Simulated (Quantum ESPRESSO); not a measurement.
Band energies of Sn

```
CELL_PARAMETERS angstrom
      0.00000     3.27186     3.27186
      3.27186     0.00000     3.27186
      3.27186     3.27186     0.00000
ATOMIC_POSITIONS crystal
  Sn 0.50000 0.50000 0.50000
  Sn 0.75000 0.75000 0.75000
```

PBE (stringent potentials; Quantum ESPRESSO, PseudoDojo norm-conserving, 102 Ry, no spin-orbit coupling); path ΓXWKΓLUWLK,UX; energies in eV from the Fermi level.

| k (1/Å) | point | band 18 | band 19 | band 20 | band 21 | band 22 | band 23 | band 24 | band 25 |
|---|---|---|---|---|---|---|---|---|---|
| 0.00 | Γ | -21.24 | -10.38 | -0.75 | 0.14 | 0.14 | 0.14 | 2.21 | 2.21 |
| 0.43 |  | -21.21 | -9.77 | -3.70 | -1.30 | -1.30 | 1.18 | 2.21 | 4.42 |
| 0.96 | X | -21.17 | -7.37 | -7.37 | -2.33 | -2.33 | 0.91 | 0.91 | 7.63 |
| 1.44 | W | -21.16 | -7.32 | -7.32 | -2.88 | -2.88 | 3.41 | 3.41 | 4.09 |
| 1.55 |  | -21.16 | -7.57 | -7.07 | -3.06 | -2.58 | 2.47 | 3.48 | 4.60 |
| 1.78 | K | -21.15 | -7.77 | -6.90 | -3.20 | -1.98 | 1.17 | 3.39 | 5.72 |
| 1.98 |  | -21.16 | -8.43 | -6.16 | -3.20 | -1.49 | 1.47 | 4.68 | 4.71 |
| 2.49 |  | -21.20 | -10.07 | -2.91 | -1.03 | -0.12 | 1.08 | 2.58 | 2.70 |
| 2.80 | Γ | -21.24 | -10.38 | -0.75 | 0.14 | 0.14 | 0.14 | 2.21 | 2.21 |
| 3.01 |  | -21.22 | -10.24 | -2.16 | -0.13 | -0.13 | 0.59 | 2.57 | 2.57 |
| 3.42 |  | -21.20 | -9.20 | -5.45 | -0.91 | -0.91 | 0.10 | 3.28 | 3.28 |
| 3.63 | L | -21.19 | -8.81 | -6.15 | -1.02 | -1.02 | 0.00 | 3.28 | 3.28 |
| 3.98 |  | -21.16 | -8.38 | -6.33 | -2.90 | -1.57 | 1.40 | 3.73 | 4.61 |
| 4.22 | U | -21.15 | -7.77 | -6.90 | -3.20 | -1.98 | 1.17 | 3.39 | 5.72 |
| 4.56 | W | -21.16 | -7.32 | -7.32 | -2.88 | -2.88 | 3.41 | 3.41 | 4.09 |
| 4.95 |  | -21.17 | -8.51 | -6.24 | -2.59 | -1.54 | 1.63 | 3.00 | 4.40 |
| 5.24 | L | -21.19 | -8.81 | -6.15 | -1.02 | -1.02 | 0.00 | 3.28 | 3.28 |
| 5.40 |  | -21.18 | -8.71 | -6.17 | -1.90 | -1.19 | 0.87 | 3.14 | 3.63 |
| 5.82 | K | -21.15 | -7.77 | -6.90 | -3.20 | -1.98 | 1.17 | 3.39 | 5.72 |
| 5.82 | U | -21.15 | -7.77 | -6.90 | -3.20 | -1.98 | 1.17 | 3.39 | 5.72 |
| 6.16 | X | -21.17 | -7.37 | -7.37 | -2.33 | -2.33 | 0.91 | 0.91 | 7.63 |

At this level the gap is closed or nearly so: along the path the highest valence and lowest conduction bands touch, or overlap by less than 0.6 eV, a zero-gap or semimetallic result; the valence top lies at Γ, the conduction bottom at L, 0.14 eV lower.

Spin-orbit splittings are left out.

Geometry relaxed with PBEsol.
